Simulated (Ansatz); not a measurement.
A relaxed structure of KCl is spoiled in several ways and relaxed again each time (noise and exchanges are one random draw each; pressure is positive under compression). The numbers are results of PBE (plane waves to 420 eV, PAW, scalar-relativistic; Ansatz, a quantum-chemistry and plane-wave program), not measurements.

Space group Fm-3m (No. 225); a = 6.3812 Å, b = 6.3812 Å, c = 6.3812 Å, α = 90.00°, β = 90.00°, γ = 90.00°

```
atom  site  symmetry       x       y       z
----  ----  --------  ------  ------  ------
Cl      4a      m-3m  0.0000  0.0000  0.0000
K       4b      m-3m  0.5000  0.5000  0.5000
```
(The calculation used a cell of 2 atoms; values per cell refer to that cell.)

```tsv
change	first pressure (GPa)	first V (Å³/atom)	released (eV/atom)	moves	outcome	final group	E − E(parent) (eV/atom)
with every coordinate shifted by Gaussian noise of σ = 0.2 Å	0.7	32.48	0.031	3	returns to the parent	Fm-3m	0.000
with every coordinate shifted by Gaussian noise of σ = 0.1 Å	0.7	32.48	0.032	4	returns to the parent	Fm-3m	0.000
deformed by the Cartesian strain tensor (xx, yy, zz, yz, xz, xy) = (0.005, 0.072, 0.007, 0.001, 0.070, 0.076)	(withheld)	34.88	(withheld)	6	(withheld)	(withheld)	(withheld)
doubled along one cell vector, shaken by Gaussian noise of σ = 0.08 Å a coordinate	0.2	32.48	0.011	3	returns to the parent	Fm-3m	0.000
```

Problem. Fill in the missing entries.

Solution. 
- deformed by the Cartesian strain tensor (xx, yy, zz, yz, xz, xy) = (0.005, 0.072, 0.007, 0.001, 0.070, 0.076), first pressure (GPa): -1.0
- deformed by the Cartesian strain tensor (xx, yy, zz, yz, xz, xy) = (0.005, 0.072, 0.007, 0.001, 0.070, 0.076), released (eV/atom): 0.044
- deformed by the Cartesian strain tensor (xx, yy, zz, yz, xz, xy) = (0.005, 0.072, 0.007, 0.001, 0.070, 0.076), outcome: returns to the parent
- deformed by the Cartesian strain tensor (xx, yy, zz, yz, xz, xy) = (0.005, 0.072, 0.007, 0.001, 0.070, 0.076), final group: Fm-3m
- deformed by the Cartesian strain tensor (xx, yy, zz, yz, xz, xy) = (0.005, 0.072, 0.007, 0.001, 0.070, 0.076), E − E(parent) (eV/atom): 0.000

First-step values come from each run's starting, coarser k-mesh (6×6×6, 7×6×6, 6×6×3). Each cell has its own k-point mesh; energy differences are given only to the digits this allows. No spin polarisation in the result.
